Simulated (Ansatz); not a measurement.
CuI:
```
CuI
1.0
    4.24484     0.00000     0.00000
   -2.12242     3.67614     0.00000
    0.00000     0.00000     7.00308
Cu I
2 2
Cartesian
  2.12242   1.22538   6.11601
  0.00000   2.45076   2.61447
  2.12242   1.22538   3.51322
  0.00000   2.45076   0.01168
```

Relaxed with r²SCAN. Special points in fractions of this cell's reciprocal vectors: Γ (0.000, 0.000, 0.000); M (0.500, 0.000, 0.000); K (0.333, 0.333, 0.000); A (0.000, 0.000, 0.500); L (0.500, 0.000, 0.500); H (0.333, 0.333, 0.500).

Problem. List the band energies nearest the valence-band maximum at these points for r²SCAN in the plane-wave PAW code Ansatz.

Solution. In eV from the valence-band maximum; about four levels below and three above (degenerate sets whole), none deeper than 8.9 eV; points with the same levels are listed once.

```json
[
 {"k": "Γ", "below": "-0.74 -0.74 -0.08 0.00 0.00", "above": "1.72 2.48 5.23 5.23"},
 {"k": "M", "below": "-1.63 -1.58 -1.01 -0.72", "above": "2.95 3.33 4.28"},
 {"k": "K", "below": "-1.60 -1.60 -1.33 -1.33 -1.25", "above": "3.42 4.85 4.85"},
 {"k": "A", "below": "-0.40 -0.40 -0.40 -0.40", "above": "2.82 2.82 5.64 5.64 5.64 5.64"},
 {"k": "L", "below": "-1.20 -1.20 -1.18 -1.18", "above": "2.83 2.83 4.29 4.29"},
 {"k": "H", "below": "-1.58 -1.58 -1.12 -1.12", "above": "3.63 3.63 5.26 5.26"}
]
```

Space group P6_3mc (wurtzite). The first step of the workflow began from a Materials Project structure, measured or hypothetical; the Crystallography Open Database files this formula in space group No. 186, but the cells were not matched. It is not the phase usual at ambient conditions (space group No. 216). The r²SCAN relaxation kept the symmetry of its start; its stability against distortions is not shown here. The run is not spin-polarised. Spin–orbit coupling is left out wherever it is not named.

Potentials: the later of the program's two PAW sets.
